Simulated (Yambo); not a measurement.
G0W0@PBEsol for WZnO₄ (space group P2/c, No. 13) in Yambo. Reference settings: 4×2×2 Γ-centred k mesh, bands 11 to 225 and a 7 Ry block in the screening, 225 bands in G with the Bruneval-Gonze terminator, plasmon pole fitted at 27.2 eV. The PBEsol gap (0, -0.5, 0) → (0, -0.5, 0) on this mesh is 2.89 eV; G0W0 gaps are taken between the same points.

The settings were changed. The gap went from 4.60 eV to 4.84 eV, and the shift of the valence edge from -0.51 eV to 0.13 eV.

Problem. Which change was made?
A. no terminator
B. 108 bands in G, no terminator
C. 124 bands in W
D. 6 Ry block

Solution. B, 108 bands in G, no terminator. The others gave (gap, valence shift): 6 Ry block: 4.60, -0.49 eV; 124 bands in W: 4.75, -0.45 eV; no terminator: 4.63, -0.27 eV.

Spin-orbit coupling is not included.

Geometry of the Materials Project entry, not relaxed at this level; primitive cell a = 4.6767 Å, b = 5.7297 Å, c = 4.9365 Å, α = 90.00°, β = 90.59°, γ = 90.00°.

A shift is the quasiparticle energy of the state minus its PBEsol energy.
